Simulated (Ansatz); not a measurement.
## Structure relaxation, NbAs

The start is a relaxed NbAs cell shaken by Gaussian noise of σ = 0.08 Å a coordinate. The structure is fully relaxed (lattice and positions, P = 0) with PBE (plane waves to 420 eV, PAW, scalar-relativistic; Ansatz, an electronic-structure program). First-step values are on the input's coarse k-mesh.

Ansatz input (later rounds restart from its end on a renewed k-mesh):
Ansatz 0.2 input:
```yaml
crystal:
  lattice:
    - [4.9205228003, 0, 0]
    - [0, 4.9205228003, 0]
    - [0, 0, 7.6409528934]
  atoms:
    - { symbol: As, position: [0.4946663034, 0.4949345271, 0.5191238001] }
    - { symbol: As, position: [0.5111346748, 0.5160172194, 0.153224364] }
    - { symbol: As, position: [0.5219347533, 0.4856727278, 0.8298368248] }
    - { symbol: As, position: [-0.0115946227, -0.0296672447, -0.0084356669] }
    - { symbol: Nb, position: [0.5076684444, -0.0106833214, 0.5208811834] }
    - { symbol: Nb, position: [-0.0229771719, 0.4917621918, 0.5030549847] }
    - { symbol: Nb, position: [0.5127316811, -0.0036494724, -0.0219492832] }
    - { symbol: Nb, position: [0.0126446869, 0.5044693471, 0.003095603] }
basis: { ecutwfc: 420, ecutrho_ratio: 4, xc_grid: 2, fft_grid_basis: typed }
kpoints: { mp_grid: { grid: [5, 5, 3] } }
hamiltonian:
  xc: pbe
  dispersion: none
  pseudopotentials: { kind: paw }
scf: { occupations: { method: fermi_dirac, width: 0.05 } }
relax: { f_tol: 0.01, max_steps: 100, cell: { stress_tol: 0.02 } }
output: { forces: true, stress: true }
```

Question: What is the largest force in the starting geometry, and on which atom (counted from 1)?

Answer: About 3.9 eV/Å, on As4 (atoms numbered as listed).

Question: By how much does the energy per atom fall from start to end?

Answer: 0.81 eV/atom.

Question: How does the volume per atom move from start to end?

Answer: -11.4 %, from 23.12 to 20.48 Å³/atom.

Question: Is the parent structure recovered?

Answer: It does not go back: it reaches Pm (No. 6), 0.74 eV/atom below the parent.

Question: How do the shortest distances between atoms change?

Answer: The closest pairs of elements (up to four, under 3.6 Å), start → end: As–Nb 2.30 → 2.55 Å; As–As 2.38 → 2.64 Å; Nb–Nb 3.37 → 2.86 Å.

Question: What band gap does the relaxed structure have at this level?

Answer: Zero (metallic).

Question: Write out the relaxed structure.

Answer: 
```cif
data_As4Nb4
_chemical_formula_sum 'As4 Nb4'
_space_group_name_H-M_alt 'Pm'
_space_group_IT_number 6
_space_group_name_Hall 'P -2y'
_cell_length_a 4.81368
_cell_length_b 4.50290
_cell_length_c 7.89757
_cell_angle_alpha 90.000
_cell_angle_beta 106.856
_cell_angle_gamma 90.000
loop_
_atom_site_label
_atom_site_type_symbol
_atom_site_symmetry_multiplicity
_atom_site_Wyckoff_symbol
_atom_site_fract_x
_atom_site_fract_y
_atom_site_fract_z
_atom_site_occupancy
As1 As 1 b 0.29959 0.50000 0.45141 1
As2 As 1 b 0.45665 0.50000 0.80087 1
As3 As 1 b 0.68182 0.50000 0.19972 1
As4 As 1 a 0.09129 0.00000 0.12632 1
Nb1 Nb 1 a 0.56751 0.00000 0.37793 1
Nb2 Nb 1 b 0.86038 0.50000 0.57391 1
Nb3 Nb 1 a 0.53822 0.00000 0.01078 1
Nb4 Nb 1 b 0.03075 0.50000 0.96024 1
```

Final values are on a 10×10×6 k-mesh of the relaxed cell. No spin polarisation in the result.

The relaxed structure here is a generated cell of NbAs: the first start was made by a random draw of sites in a space group, and the end was not matched to a known phase here, so it may be hypothetical.
